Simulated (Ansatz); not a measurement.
Values for one crystal, relaxed and computed with the program Ansatz at the LDA level (PAW); other levels are named.

```yaml
volume_per_atom: 13.79 Å³
band_gap: 2.83 eV (indirect)
mechanical_stability: stable (all eigenvalues of C positive)
Elastic constants (relaxed ions, GPa): C11 = 168, C12 = 68.9, C44 = 87.0
zero_point_energy: 77.4 meV/atom
Young's modulus: 170 GPa
Formation energy from the elements (no fitted shifts): -1147 meV/atom
```

Problem. Pick the material that matches.
(A) CuI, zinc blende
(B) InP, zinc blende
(C) BeS, zinc blende
(D) BeSe, zinc blende

Solution. C, BeS, zinc blende

Space group F-43m (zinc blende). The cell was relaxed with LDA under the symmetry of its start. The references are the lowest solids computed at this level, not always the standard phases.

Potentials: the earlier of the program's two PAW sets. The files were generated under PBE; for other functionals the program regenerates the frozen cores, and for LDA and PBEsol the local potential too.
